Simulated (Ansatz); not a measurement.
Given:

SiNi:
```cif
data_Ni4Si4
_chemical_formula_sum 'Si4 Ni4'
_space_group_name_H-M_alt 'Pnma'
_space_group_IT_number 62
_space_group_name_Hall '-P 2ac 2n'
_cell_length_a 5.08533
_cell_length_b 3.36403
_cell_length_c 5.51961
_cell_angle_alpha 90.000
_cell_angle_beta 90.000
_cell_angle_gamma 90.000
loop_
_atom_site_label
_atom_site_type_symbol
_atom_site_symmetry_multiplicity
_atom_site_Wyckoff_symbol
_atom_site_fract_x
_atom_site_fract_y
_atom_site_fract_z
_atom_site_occupancy
Si1 Si 4 c 0.17886 0.25000 0.41283 1
Ni1 Ni 4 c 0.00935 0.25000 0.81259 1
```

This is the PBEsol-relaxed structure.

Task: All from PBEsol (plane waves, PAW; program Ansatz), unless another level is named. Give the electronic character.

Result: metallic (no gap).

Task: Next, the density of states at the Fermi level?

Result: 0.27 states/eV per atom (mean over ±0.08 eV).

Task: Next, the formation energy from the elements (no fitted shifts)?

Result: -0.59 eV/atom.

The PBEsol relaxation kept the symmetry of its start. The run is not spin-polarised. The references are the lowest solids computed at this level, not always the standard phases.

Potentials: the earlier of the program's two PAW sets. The files were generated under PBE; for other functionals the program regenerates the frozen cores, and for LDA and PBEsol the local potential too.
